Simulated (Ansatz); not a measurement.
## Convergence test, TeAs$_{2}$

Computed with DFT PBEsol, scalar-relativistic, plane waves, PAW (Ansatz).

```
CELL_PARAMETERS angstrom
-3.53843 3.61132 2.92048
3.60296 -3.63373 3.02563
3.48399 3.57929 -2.94758
ATOMIC_POSITIONS crystal
Te 0.75349 0.24899 0.50059
Te 0.99626 0.00879 0.00051
As 0.37670 0.62122 0.25295
As 0.35678 0.11904 0.74383
As 0.37300 0.62734 0.76338
As 0.87002 0.62887 0.24902
```

The plane-wave cutoff is 420 eV, the occupation rule is Gaussian smearing, 0.1 eV and the spin treatment is unpolarised.

The atoms stay fixed while the k-point mesh is varied. ΔE is the energy extrapolated to zero smearing, less that of the reference run (6×6×6). The cell was strained and its atoms displaced at random, so that forces don't vanish. The meshes are Γ-centred. Spin–orbit coupling is left out. Pressure is positive in compression.

Times are rough; the reference took 84 s on 1 thread of Oxide Virtual Turin-like Processor (Zen 5), with other jobs on the host, peak memory 0.88 GiB.

```tsv
mesh	ΔE (meV/atom)	P (GPa)	largest change of a force component (eV/Å)	irreducible points	wall time (s)
1×1×1	-1698	-18.59	0.554	1	1.8
2×2×2	277	-4.55	0.730	8	4
4×4×4	17.5	-5.28	0.168	36	18
6×6×6	0.00	-4.84	0.000	112	84
```